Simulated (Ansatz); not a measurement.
YNbN3:
```yaml
crystal:
  lattice:
    - [4.01089, 0.00000, 0.00000]
    - [0.00000, 4.01089, 0.00000]
    - [0.00000, 0.00000, 4.01089]
  atoms:
    - { symbol: Y, position: [0.00000, 0.00000, 0.00000] }
    - { symbol: Nb, position: [0.50000, 0.50000, 0.50000] }
    - { symbol: N, position: [0.50000, 0.50000, 0.00000] }
    - { symbol: N, position: [0.50000, 0.00000, 0.50000] }
    - { symbol: N, position: [0.00000, 0.50000, 0.50000] }
```

Relaxed with PBEsol. Special points in fractions of this cell's reciprocal vectors: Γ (0.000, 0.000, 0.000); X (0.000, 0.500, 0.000); M (0.500, 0.500, 0.000); R (0.500, 0.500, 0.500).

Q: List the band energies nearest the Fermi level at these points for PBEsol with spin–orbit coupling in the plane-wave PAW code Ansatz.

A: In eV from the Fermi level; about four levels below and three above (degenerate sets whole), none deeper than 8.9 eV; points with the same levels are listed once.

| k | below | above |
|---|---|---|
| Γ | -0.91 -0.91 -0.91 -0.91 -0.90 -0.90 | 0.38 0.38 0.47 0.47 0.47 0.47 |
| X | -2.68 -2.68 -2.54 -2.54 | 0.12 0.12 0.25 0.25 |
| M | -1.78 -1.78 -0.47 -0.47 | 0.43 0.43 3.27 3.27 |
| R | -4.86 -4.86 -4.86 -4.86 -4.38 -4.38 | 0.73 0.73 0.74 0.74 0.74 0.74 |

Space group Pm-3m (cubic perovskite). The start of the workflow was typed in or built on a structure type; neither database checked (COD, Materials Project) lists it. Whether it is the stable phase at ambient conditions was not checked. The PBEsol relaxation kept the symmetry of its start. At this level the phase is dynamically unstable (imaginary phonons). The workflow began spin-polarised and lost its moments.

Potentials: the earlier of the program's two PAW sets. The files were generated under PBE; for other functionals the program regenerates the frozen cores, and for LDA and PBEsol the local potential too.
